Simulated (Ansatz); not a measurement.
Relaxed BP (zinc blende):

```
CELL_PARAMETERS angstrom
      0.00000     4.53640     4.53640
      2.26820     2.26820     4.53640
      2.26820     2.26820     0.00000
ATOMIC_POSITIONS crystal
  P  0.00000 0.75000 0.75000
  P  0.50000 0.75000 0.75000
  B  0.00000 0.00000 0.00000
  B  0.50000 0.00000 0.00000
```

A phonon eigenvector at X = (0.5, 0.5, 0.0) is frozen into this cell: atom i moves by Q times the vector below, so Q is the largest atomic displacement, in Å. The cell is held. (q is in reciprocal vectors of the primitive cell; the cell shown is doubled to hold the pattern.)

| atom | x | y | z |
|---|---|---|---|
| P1 | 0.000 | 0.000 | -1.000 |
| P2 | 0.000 | 0.000 | 1.000 |

Atoms not listed stay in place.

The numbers are results of r2SCAN (plane waves to 500 eV, PAW, scalar-relativistic; Ansatz, a program for electronic structure), not measurements. k mesh 12×12×12 (Γ-centred), Fermi-Dirac smearing 0.05 eV. Stress and pressure are positive under compression. BP was relaxed with its symmetry unable to fall. The PAW data are Ansatz's earlier set. 

```json
[
 {"Q (Å)": "-0.180", "P (GPa)": "(withheld)", "−dE/dQ from forces (eV/Å)": "11.619"},
 {"Q (Å)": "-0.150", "P (GPa)": "(withheld)", "−dE/dQ from forces (eV/Å)": "9.794"},
 {"Q (Å)": "-0.120", "P (GPa)": "1.91", "−dE/dQ from forces (eV/Å)": "7.902"},
 {"Q (Å)": "-0.090", "P (GPa)": "1.08", "−dE/dQ from forces (eV/Å)": "5.963"},
 {"Q (Å)": "-0.060", "P (GPa)": "(withheld)", "−dE/dQ from forces (eV/Å)": "3.992"},
 {"Q (Å)": "-0.030", "P (GPa)": "0.12", "−dE/dQ from forces (eV/Å)": "2.001"},
 {"Q (Å)": "0.000", "P (GPa)": "-0.01", "−dE/dQ from forces (eV/Å)": "0.000"},
 {"Q (Å)": "0.030", "P (GPa)": "0.12", "−dE/dQ from forces (eV/Å)": "-2.001"},
 {"Q (Å)": "0.060", "P (GPa)": "(withheld)", "−dE/dQ from forces (eV/Å)": "-3.992"},
 {"Q (Å)": "0.090", "P (GPa)": "1.08", "−dE/dQ from forces (eV/Å)": "-5.963"},
 {"Q (Å)": "0.120", "P (GPa)": "1.91", "−dE/dQ from forces (eV/Å)": "-7.902"},
 {"Q (Å)": "0.150", "P (GPa)": "(withheld)", "−dE/dQ from forces (eV/Å)": "-9.794"},
 {"Q (Å)": "0.180", "P (GPa)": "(withheld)", "−dE/dQ from forces (eV/Å)": "-11.619"}
]
```

Question: Fill in the missing entries.

Answer: 
- -0.180, P (GPa): 4.23
- -0.150, P (GPa): 2.96
- -0.060, P (GPa): 0.48
- 0.060, P (GPa): 0.48
- 0.150, P (GPa): 2.96
- 0.180, P (GPa): 4.23

(For displaced atoms, the force is minus the slope of the energy, and its curvature is a force constant, which sets phonon frequencies.)
